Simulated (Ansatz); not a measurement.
Input, command and steps of an Ansatz relaxation.

```yaml
crystal:
  lattice:
    - [4.1723992769, 0.0, 0.0]
    - [0.0, 4.1723992769, 0.0]
    - [0.0, 0.0, 9.9567411761]
  atoms:
    - { symbol: "Y", position: [0.5, 0.0, 0.2542585731] }
    - { symbol: "Y", position: [0.0, 0.5, 0.7457414269] }
    - { symbol: Si, position: [0.0, 0.0, 0.5] }
    - { symbol: Si, position: [0.5, 0.5, 0.5] }
    - { symbol: Si, position: [0.5, 0.0, 0.8693228412] }
    - { symbol: Si, position: [0.0, 0.5, 0.1306771588] }
    - { symbol: Ir, position: [0.0, 0.0, 0.0] }
    - { symbol: Ir, position: [0.5, 0.5, 0.0] }
    - { symbol: Ir, position: [0.5, 0.0, 0.6279372481] }
    - { symbol: Ir, position: [0.0, 0.5, 0.3720627519] }
basis:
  ecutwfc: 420
kpoints:
  mp_grid: { grid: [10, 10, 4] }
hamiltonian:
  xc: pbesol
scf:
  occupations: { method: gaussian, width: 0.1 }
output:
  forces: true
  stress: true
  eigenvalues: true
  write_density: true
  write_potential: true
  elf: true
  volumetric_format: npy
relax:
  adjacent_minimum: "off"
  f_tol: 0.01
  max_steps: 30
  cell: { stress_tol: 0.1, fix: [volume] }
```

```bash
ansatz run input.yaml --threads 2 --pin off --max-ram 5120MiB --backend cpu --events-out ev --progress --plain --runs-dir out
```

These are results of DFT PBEsol, scalar-relativistic, plane waves, PAW in Ansatz, not measurements.

The volume is held at 1.06 times that of the relaxed cell.

Of 4 frames 3 are shown, positions in Å and forces in eV/Å; the SCF threshold varies from step to step. Steps run on the plane waves of an earlier cell, with a Pulay correction in the pressure. The basis is chosen afresh for the last frame, the zero of the energies, and at times for earlier ones too; energy and pressure step there, also at an unchanged geometry.

```xyz
10
Lattice="4.1724 0.0000 0.0000 0.0000 4.1724 0.0000 0.0000 0.0000 9.9567" Properties=species:S:1:pos:R:3:forces:R:3 pbc="T T T" step=1 free_energy_over_end_meV_per_atom=0.12 pressure_GPa=-10.01
Y     2.0862    0.0000    2.5316    0.0000    0.0000    0.0053
Y     0.0000    2.0862    7.4252    0.0000    0.0000   -0.0053
Si    0.0000    0.0000    4.9784    0.0000    0.0000    0.0000
Si    2.0862    2.0862    4.9784    0.0000    0.0000    0.0000
Si    2.0862    0.0000    8.6556    0.0000    0.0000    0.1148
Si    0.0000    2.0862    1.3011    0.0000    0.0000   -0.1148
Ir    0.0000    0.0000    0.0000    0.0000    0.0000    0.0000
Ir    2.0862    2.0862    0.0000    0.0000    0.0000    0.0000
Ir    2.0862    0.0000    6.2522    0.0000    0.0000   -0.1093
Ir    0.0000    2.0862    3.7045    0.0000    0.0000    0.1093
10
Lattice="4.1747 0.0000 0.0000 0.0000 4.1747 0.0000 0.0000 0.0000 9.9459" Properties=species:S:1:pos:R:3:forces:R:3 pbc="T T T" step=2 free_energy_over_end_meV_per_atom=0.01 pressure_GPa=-9.94
Y     2.0873    0.0000    2.5302    0.0000    0.0000    0.0134
Y     0.0000    2.0873    7.4157    0.0000    0.0000   -0.0134
Si    0.0000    0.0000    4.9730    0.0000    0.0000    0.0000
Si    2.0873    2.0873    4.9730    0.0000    0.0000    0.0000
Si    2.0873    0.0000    8.6512    0.0000    0.0000    0.0065
Si    0.0000    2.0873    1.2948    0.0000    0.0000   -0.0065
Ir    0.0000    0.0000    0.0000    0.0000    0.0000    0.0000
Ir    2.0873    2.0873    0.0000    0.0000    0.0000    0.0000
Ir    2.0873    0.0000    6.2411    0.0000    0.0000   -0.0271
Ir    0.0000    2.0873    3.7049    0.0000    0.0000    0.0271
10
Lattice="4.1730 0.0000 0.0000 0.0000 4.1730 0.0000 0.0000 0.0000 9.9541" Properties=species:S:1:pos:R:3:forces:R:3 pbc="T T T" step=4 free_energy_over_end_meV_per_atom=0.00 pressure_GPa=-9.93
Y     2.0865    0.0000    2.5364    0.0000    0.0000   -0.0089
Y     0.0000    2.0865    7.4176    0.0000    0.0000    0.0089
Si    0.0000    0.0000    4.9770    0.0000    0.0000    0.0000
Si    2.0865    2.0865    4.9770    0.0000    0.0000    0.0000
Si    2.0865    0.0000    8.6580    0.0000    0.0000    0.0079
Si    0.0000    2.0865    1.2961    0.0000    0.0000   -0.0079
Ir    0.0000    0.0000    0.0000    0.0000    0.0000    0.0000
Ir    2.0865    2.0865    0.0000    0.0000    0.0000    0.0000
Ir    2.0865    0.0000    6.2444    0.0000    0.0000    0.0082
Ir    0.0000    2.0865    3.7097    0.0000    0.0000   -0.0082
```

Time: 110 s on 2 threads of Arm Neoverse V1, on a shared host, peak memory 0.82 GiB.

Spin–orbit coupling is left out, which can shift energies with elements as heavy as these.